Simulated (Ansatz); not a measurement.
ZrO2 (baddeleyite type, space group P2_1/c)

Space group P2₁/c (No. 14); a = 5.1893 Å, b = 5.2418 Å, c = 5.3790 Å, α = γ = 90.00°, β = 99.67°

```csv
atom,site,symmetry,x,y,z
Zr,4e,1,0.2757,0.0438,0.2102
O,4e,1,0.0649,0.3261,0.3502
O,4e,1,0.5489,0.2567,0.0247
```

The volume is varied about the relaxed value V₀ at fixed cell shape. The atoms relax within the cell's symmetry.

These are PBE (plane waves to 420 eV, PAW, scalar-relativistic; Ansatz, an electronic-structure program) values and carry that method's errors. k mesh 5×5×5 (Γ-centred), Fermi-Dirac smearing 0.05 eV. E stands for the smeared free energy. The relaxing atoms change the space group within the scan (C2/c at V/V₀ = 1.160), so nothing is fitted. The PAW data are Ansatz's earlier set. ZrO2 is run without spin polarisation. ZrO2 was relaxed with its symmetry unable to fall. ΔE is measured from the relaxed starting cell.

| V/V₀ | ΔE (eV/atom) |
|---|---|
| 0.840 | [?] |
| 0.872 | 0.1321 |
| 0.904 | 0.0721 |
| 0.936 | [?] |
| 0.968 | [?] |
| 1.000 | 0.0000 |
| 1.032 | 0.0069 |
| 1.064 | 0.0252 |
| 1.096 | 0.0498 |
| 1.128 | 0.0741 |
| 1.160 | 0.0969 |

Problem. Fill in the missing entries.

Solution. 
- 0.840, ΔE (eV/atom): 0.2146
- 0.936, ΔE (eV/atom): 0.0314
- 0.968, ΔE (eV/atom): 0.0077

(Under strain, the slope of the energy per volume gives the stress and its curvature an elastic modulus.)
